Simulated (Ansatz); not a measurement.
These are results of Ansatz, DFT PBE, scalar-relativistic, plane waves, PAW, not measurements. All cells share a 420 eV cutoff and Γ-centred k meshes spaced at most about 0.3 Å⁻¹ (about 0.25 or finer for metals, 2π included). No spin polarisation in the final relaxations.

All energies are static (0 K, no zero-point motion).

Compare these two cells of Cd₃F, each relaxed at this level.

1.

```xyz
4
Lattice="4.3668 0.0000 0.0000 0.0000 4.3668 0.0000 0.0000 0.0000 4.3668" Properties=species:S:1:pos:R:3 pbc="T T T"
Cd    0.0000    2.1834    2.1834
Cd    2.1834    0.0000    2.1834
Cd    2.1834    2.1834    0.0000
F     0.0000    0.0000    0.0000
```

2.

```xyz
4
Lattice="3.1842 0.0000 0.0000 0.0000 3.1842 0.0000 0.0000 0.0000 7.6992" Properties=species:S:1:pos:R:3 pbc="T T T"
Cd    1.5921    1.5921    6.0383
Cd    0.0000    0.0000    3.8496
Cd    1.5921    1.5921    1.6609
F     0.0000    0.0000    0.0000
```

Question: Which arrangement of the elements on these sites is preferred, and by what margin?

Answer: Cell 2 is lower, by 93 meV/atom. The two share one framework of sites and differ in which element sits where. Cell 1 has space group Pm-3m (No. 221), 20.8 Å³/atom and no gap on its mesh; cell 2 has space group P4/mmm (No. 123), 19.5 Å³/atom and no gap. Counting Cd atoms around F (those within 1.25 times the shortest such distance or 1.15 times the sum of covalent radii, 1.27 where that leaves under three; the shortest distance is added where it exceeds 1.18 times the sum of covalent radii), cell 1 has F 12 from 3.1 Å and cell 2 has F 8 from 2.8 Å. The denser one is the lower, and pressure would at first widen the difference. In cell 1, Cd is surrounded by 4 F at 3.09 Å and 8 Cd at 3.09 Å; around F lie 12 Cd at 3.09 Å (long against the sum of covalent radii). In cell 2, Cd on a site of symmetry 4mm has 4 F at 2.80 Å and 9 Cd at 3.14–3.32 Å; around Cd on a site of symmetry 4/mmm lie 12 Cd at 3.14–3.18 Å; around F lie 8 Cd at 2.80 Å and 4 F at 3.18 Å. Both come from invented guesses.

In Pm-3m, P4/mmm an odd number of electrons in the primitive cell allows no gap without spin; a larger cell or a magnetic state could open one. Cells relaxed within their symmetry can be saddle points.
